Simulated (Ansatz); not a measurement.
MgH$_{2}$:
```cif
data_H4Mg2
_chemical_formula_sum 'Mg2 H4'
_space_group_name_H-M_alt 'P 1'
_space_group_IT_number 1
_cell_length_a 4.48503
_cell_length_b 4.48503
_cell_length_c 2.99605
_cell_angle_alpha 90.000
_cell_angle_beta 90.000
_cell_angle_gamma 90.000
loop_
_space_group_symop_operation_xyz
  'x, y, z'
loop_
_atom_site_label
_atom_site_type_symbol
_atom_site_fract_x
_atom_site_fract_y
_atom_site_fract_z
_atom_site_occupancy
Mg1 Mg 0.00000 0.00000 0.00000 1
Mg2 Mg 0.50000 0.50000 0.50000 1
H1 H 0.30467 0.30467 0.00000 1
H2 H 0.19533 0.80467 0.50000 1
H3 H 0.69533 0.69533 0.00000 1
H4 H 0.80467 0.19533 0.50000 1
```

Relaxed with r²SCAN.

Problem. Tabulate the valence density and the electron localisation function along the shortest Mg–Mg contact (3.00 Å), r²SCAN in the plane-wave PAW code Ansatz.

Solution. 

| distance from Mg (Å) | density (e/Å³) | ELF |
|---|---|---|
| 0.30 | 16.23 | 0.34 |
| 0.45 | 6.63 | 0.43 |
| 0.60 | 1.72 | 0.35 |
| 0.75 | 0.36 | 0.12 |
| 0.90 | 0.16 | 0.04 |
| 1.05 | 0.13 | 0.06 |
| 1.20 | 0.13 | 0.15 |
| 1.35 | 0.13 | 0.22 |
| 1.50 | 0.14 | 0.24 |
| 1.65 | 0.13 | 0.22 |
| 1.80 | 0.13 | 0.15 |
| 1.95 | 0.13 | 0.06 |
| 2.10 | 0.16 | 0.04 |
| 2.25 | 0.36 | 0.12 |
| 2.40 | 1.72 | 0.35 |
| 2.55 | 6.63 | 0.43 |
| 2.70 | 16.23 | 0.34 |

The density is the valence pseudo-density with augmentation charge, so density and ELF within about 1 Å of a nucleus are not all-electron values.

Space group P4_2/mnm (rutile). The cell was relaxed with r²SCAN under the symmetry of its start; phonons on a q-mesh show no instability.

Potentials: the later of the program's two PAW sets.
